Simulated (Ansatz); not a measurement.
Starting cell, Tl (hcp, Mg type):

```xyz
4
Lattice="7.0399 0.0000 0.0000 -1.7600 3.0484 0.0000 0.0000 0.0000 5.6016" Properties=species:S:1:pos:R:3 pbc="T T T"
Tl     0.0000     2.0323     4.2012
Tl     3.5200     2.0323     4.2012
Tl     1.7600     1.0161     1.4004
Tl     5.2799     1.0161     1.4004
```

In each cell atom 1 (Tl, nearest neighbour Tl at 3.460 Å; its periodic images, 3.5 Å or more away, move with it) moves by s·(0.707, 0.707, 0.000) (along Cartesian [110]), the rest being held.

Computed with r2SCAN (plane waves to 500 eV, PAW, scalar-relativistic; Ansatz, an electronic-structure program). k mesh 6×12×7 (Γ-centred), Fermi-Dirac smearing 0.05 eV. E stands for the smeared free energy. With partly filled bands, energies and forces of such displacements shift with the k mesh and the smearing. Spin-orbit coupling is left out, though Tl is heavy. Tl was relaxed with its symmetry unable to fall. The zero of ΔE is the undisplaced structure. The last digit holds for this mesh only.

```
s (Å)   ΔE (meV/cell)
------  -------------
-0.350          112.6
-0.280           70.3
-0.210           38.8
-0.140           17.0
-0.070            4.2
0.000             0.0
0.070             4.1
0.140            16.2
0.210            36.7
0.280            65.7
0.350           104.0
```

**Question.** What force constant k = d²E/ds² at s = 0 does the table give?

**Answer.** 1.7 eV/Å². It is the second difference of the nearest points, corrected with the next pair.

**Question.** With k = 1.68 eV/Å² from the forces, is the well harmonic out to s = 0.350 Å?

**Answer.** ½ks² = 103 meV/cell against the computed 104 meV/cell, so the well is close to harmonic there.

(For displaced atoms, the force is minus the slope of the energy, and its curvature is a force constant, which sets phonon frequencies.)
